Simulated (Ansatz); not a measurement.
ScGeCN:
```
ScGeCN
1.0
    3.38572     0.00000     0.00000
   -1.69286     2.93212     0.00000
    0.00000     0.00000     5.33086
Sc Ge C N
1 1 1 1
Direct
  0.33333   0.66667   0.52490
  0.66667   0.33333   0.99759
  0.33333   0.66667   0.09302
  0.66667   0.33333   0.63448
```

Relaxed with r²SCAN.

Task: Map the valence electron density (e/Å³), cut off at 2 on the plane through (0.333, 0.667, 0.525) spanned by u = [0, 0, 1] and v = [1, -1, 0] in lattice vectors, from the program Ansatz at the r²SCAN level (PAW).

Result: x is the fraction of u, y of v (the angle between them is 90°; rows are the nearest grid lines); atoms in the plane: Sc at (0.00, 0.00), Ge at (0.47, 0.33), C at (0.57, 0.00), N at (0.11, 0.33).
```
|9999510000124786797422259999|
|9999410000124677786421249999|
|9973100000012344443211013899|
|5421000000011222221100001245|
|1100000000000111110000000011|
|0000000000000000000000000000|
|0000000000000000000000000000|
|0000000000000000000000000000|
|0000000000000000000000000000|
|0000000000000000000000000000|
|0000000000000000000000000000|
|0111110000001110000000000000|
|1222221100112211100000000011|
|2456542111235542110000000012|
|6999996433999999521000000136|
|8999998534999999721000000138|
|7999998434999999621000000137|
|6999996323799999421000000136|
|2455432111224443211000000012|
|2332211001122333221100000112|
|5432110000112344332110001245|
|9983100000113456543211013799|
|9999410000124687886421249999|
|9999510000124786797422259999|
```
Scale: ten equal steps from 0.025 (start of '0') to 2.00 (end of '9'), in the order '0123456789'; x runs from 0.000 to 1.00, y from 0.000 (bottom) to 1.00 (top).

The density is the valence pseudo-density with augmentation charge, so density and ELF within about 1 Å of a nucleus are not all-electron values.

Space group P3m1. The start of the workflow was typed in or built on a structure type; neither database checked (COD, Materials Project) lists it. Whether it is the stable phase at ambient conditions was not checked. Symmetry was held in the r²SCAN relaxation; its stability against distortions is not shown here. The run is not spin-polarised.

Potentials: the earlier of the program's two PAW sets. The files were generated under PBE; for other functionals the program regenerates the frozen cores, and for LDA and PBEsol the local potential too.
